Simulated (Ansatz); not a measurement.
Input:

As:
```cif
data_As2
_chemical_formula_sum 'As2'
_space_group_name_H-M_alt 'P 1'
_space_group_IT_number 1
_cell_length_a 3.97426
_cell_length_b 3.97426
_cell_length_c 3.97426
_cell_angle_alpha 56.463
_cell_angle_beta 56.463
_cell_angle_gamma 56.463
loop_
_space_group_symop_operation_xyz
  'x, y, z'
loop_
_atom_site_label
_atom_site_type_symbol
_atom_site_fract_x
_atom_site_fract_y
_atom_site_fract_z
_atom_site_occupancy
As1 As 0.23054 0.23054 0.23054 1
As2 As 0.76946 0.76946 0.76946 1
```

This is the LDA-relaxed structure.

Q: All from the program Ansatz at the LDA level (PAW), unless another level is named. Give the electronic character.

A: metallic (no gap).

Q: Next, the density of states at the Fermi level?

A: 0.05 states/eV per atom (mean over ±0.08 eV).

Space group R-3m (A7 (α-As type)). The LDA relaxation kept the symmetry of its start. Spin–orbit coupling is left out wherever it is not named.

Potentials: the later of the program's two PAW sets.
